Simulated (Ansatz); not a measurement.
The slice is one period of a {110} plane through atoms; its size isn't given.

All values below come from PBEsol (plane waves to 420 eV, PAW, scalar-relativistic; Ansatz, a program for electronic structure). Near the nuclei the fields are pseudised (PAW); where an atom keeps semicore shells as valence, they peak there.

```
|----====--------::::::::::::::::--------====--|
|======--------::::::........::::::--------====|
|======------::::::............::::::------====|
|====------::::::......    ......::::::------==|
|----------::::....            ....::::--------|
|--------::::......            ......::::------|
|----::::::::....                ....::::::::--|
|::::::::::......                ......::::::::|
|::::::........                    ........::::|
|............                        ..........|
|............                        ..........|
|........                                ......|
|              ....................            |
|          ............................        |
|          ........::::::::::::........        |
|        ......::::::::::::::::::::......      |
|      ......::::::------------::::::......    |
|      ....::::--------------------::::....    |
|    ....::::------============------::::....  |
|........::::----====++++++++====----::::......|
|......::::----==++**########**++==----::::....|
|....::::------==**##%%%%%%%%##**==------::::..|
|::::::::----==++**%%@@@@@@@@%%**++==----::::::|
|::::::------==++**%%@@@@@@@@%%**++==------::::|
|----------====++**%%@@@@@@@@%%**++====--------|
|----------======**##%%%%%%%%##**======--------|
|------==========++**########**++==========----|
|==================++++++++++++================|
|==============================================|
|==================------------================|
|----========------------------------========--|
|----======------------::::------------======--|
```
Scale: ten equal steps from -1.48 (start of ' ') to 1.64 (end of '@'), in the order ' .:-=+*#%@'. Values: log₁₀ of the valence density in e/Å³. The map has 23 points along u (two characters each, u = 0 at the left) and 32 along v (v = 0 in the bottom row). The scale is logarithmic, as a density can span decades between atoms and voids.

```
|xxxxxx225566666655554444444455556666665522xxxx|
|xxxx1133445555554433222222223344555555443311xx|
|2233334444444433222211111111222233444444443333|
|5555555555443322111100000000111122334455555555|
|6666665555443322110000000000001122334455556666|
|6666665544332211000000000000000011223344556666|
|5555554433221100000000000000000000112233445555|
|4444333322111100000000000000000000111122333344|
|3333222211110000000000000000000000001111222233|
|2211111100000000000000000000000000000000111111|
|1111000000000000000000000000000000000000000011|
|0000000000000000000000000000000000000000000000|
|0000000000000000000011111111000000000000000000|
|0000000000000000111122222222111100000000000000|
|0000000000001111223333333333332211110000000000|
|0000000000112233334455555555443333221100000000|
|0000000011223344555555666655555544332211000000|
|0000001111334455556666666666665555443311110000|
|0000001122334455556666555566665555443322110000|
|0000112233445555555544444444555555554433221100|
|1111223344555555554422222222445555555544332211|
|22223344555555554422xxxxxxxx224455555555443322|
|333344556666665533xxxxxxxxxxxx3355666666554433|
|444455667777665533xxxxxxxxxxxx3355667777665544|
|556677888888776633xxxxxxxxxxxx3366778888887766|
|66778888998888775522xxxxxxxx225577888899888877|
|6677889999998888664433222233446688999999998877|
|5566889999999988776655444455667788999999998866|
|2244668899999999887766666666778899999999886633|
|xxxx3377999999998877666666667788999999997733xx|
|xxxxxx557799998888776666666677888899997755xxxx|
|xxxxxx336677887777665555555566777788776633xxxx|
```
Scale: ten equal steps from 0.01 (start of '0') to 0.91 (end of '9'), in the order '0123456789'. Values: electron localisation function (ELF). The map has 23 points along u (two characters each, u = 0 at the left) and 32 along v (v = 0 in the bottom row). Points within 0.4 Å of a nucleus are blanked (x), as the pseudised field means little there.

### Question
Which relaxed crystal do these maps come from?
(A) CdSe (zinc blende)
(B) BAs (zinc blende)
(C) BP (zinc blende)

### Answer
B, BAs (zinc blende). Atoms on the slice: As at (0.50, 0.25); B at (0.00, 0.00)

All were relaxed with their symmetry unable to fall. The PAW data are Ansatz's earlier set.
